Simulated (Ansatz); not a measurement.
## ScPt3: sound and stiffness along [100], [110] and [111]

These are results of DFT LDA, scalar-relativistic, plane waves, PAW in Ansatz, not measurements. Settings: 420 eV plane-wave cutoff, Γ-centred 10×10×10 mesh, Fermi-Dirac smearing of 0.15 eV. No spin polarisation.

Relaxed structure:
```cif
data_structure
_symmetry_space_group_name_H-M 'Pm-3m'
_symmetry_Int_Tables_number 221
_cell_length_a 3.9241
_cell_length_b 3.9241
_cell_length_c 3.9241
_cell_angle_alpha 90.000
_cell_angle_beta 90.000
_cell_angle_gamma 90.000
_cell_volume 60.42
loop_
_atom_site_label
_atom_site_type_symbol
_atom_site_symmetry_multiplicity
_atom_site_Wyckoff_symbol
_atom_site_fract_x
_atom_site_fract_y
_atom_site_fract_z
_atom_site_occupancy
Sc1 Sc 1 a 0.00000 0.00000 0.00000 1
Pt1 Pt 3 c 0.00000 0.50000 0.50000 1
```

In a metal, frequencies and elastic constants depend on the k mesh and the smearing, soft modes and shear constants most. Spin–orbit coupling is left out, which can shift energies with elements as heavy as these.

With ions relaxed, on the cubic axes: C11 = 356.2, C12 = 186.5, C44 = 140.9 GPa. The density is 17.319 g/cm³.

**Question.** Is the crystal stable against strain, and how anisotropic is it?

**Answer.** Born's conditions hold: C11 + 2C12 = 729.3, C11 − C12 = 169.7 and C44 = 140.9 GPa are all positive. B = (C11 + 2C12)/3 = 243.1 GPa. The two shear moduli are C44 and C′ = (C11 − C12)/2 = 84.9 GPa, so Zener's ratio is A = C44/C′ = 1.66: the tetragonal shear C′ is the soft one, as in many fcc and bcc metals and zincblende crystals. The Cauchy pressure C12 − C44 is 45.7 GPa; it would vanish for pair forces between atoms on inversion centres at zero pressure, and a positive value is usual with metallic or many-body binding, and where atoms off inversion centres relax under shear, which lowers C44.

**Question.** Give the sound speeds along the three symmetry directions.

**Answer.** The Christoffel equation gives ρv² for each branch:
```csv
direction,branch,ρv²,GPa,v (m/s)
[100],L,C11,356.2,4535
[100],T (×2),C44,140.9,2852
[110],L,(C11 + C12 + 2C44)/2,412.3,4879
[110],"T, u ∥ [001]",C44,140.9,2852
[110],"T, u ∥ [1-10]",(C11 − C12)/2,84.9,2213
[111],L,(C11 + 2C12 + 4C44)/3,431.0,4988
[111],T (×2),(C11 − C12 + C44)/3,103.5,2445
```

**Question.** How does Young's modulus depend on direction?

**Answer.** Inverting gives S11 = 4.386, S12 = -1.507, S44 = 7.098 TPa⁻¹. Along a unit vector (l, m, n), 1/E = S11 − 2(S11 − S12 − S44/2)(l²m² + m²n² + n²l²), where the last bracket is 0, 1/4 and 1/3 for [100], [110] and [111]: E = 228, 311 and 354 GPa. With A > 1 the body diagonal is stiffest. For a film on (001), the biaxial modulus is C11 + C12 − 2C12²/C11 = 347 GPa and the normal strain is −2C12/C11 = -1.05 times the in-plane one.